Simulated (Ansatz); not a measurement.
WSe$_{2}$:
Space group P6₃/mmc (No. 194); a = 3.303 Å, b = 3.303 Å, c = 13.227 Å, α = 90.00°, β = 90.00°, γ = 120.00°

```
atom  site  symmetry       x       y       z
----  ----  --------  ------  ------  ------
W       2c      -6m2  0.3333  0.6667  0.2500
Se      4f       3m.  0.6667  0.3333  0.1242
```

Relaxed with r²SCAN+D4.

### Question
Tabulate the valence density and the electron localisation function along the shortest W–W contact (3.30 Å), DFT-r²SCAN+D4 in the program Ansatz with PAW potentials.

### Answer


```tsv
distance from W (Å)	density (e/Å³)	ELF
0.33	5.31	0.43
0.50	4.85	0.70
0.66	3.14	0.71
0.83	1.53	0.52
0.99	0.66	0.27
1.16	0.36	0.19
1.32	0.27	0.24
1.49	0.23	0.32
1.65	0.22	0.36
1.82	0.23	0.32
1.98	0.27	0.24
2.15	0.36	0.19
2.31	0.66	0.27
2.48	1.53	0.52
2.64	3.14	0.71
2.81	4.85	0.70
2.97	5.31	0.43
```

The density is the valence pseudo-density with augmentation charge, so density and ELF within about 1 Å of a nucleus are not all-electron values.

Space group P6_3/mmc. Symmetry was held in the r²SCAN+D4 relaxation. No spin polarisation was allowed. Spin–orbit coupling is left out wherever it is not named.

Potentials: the later of the program's two PAW sets.
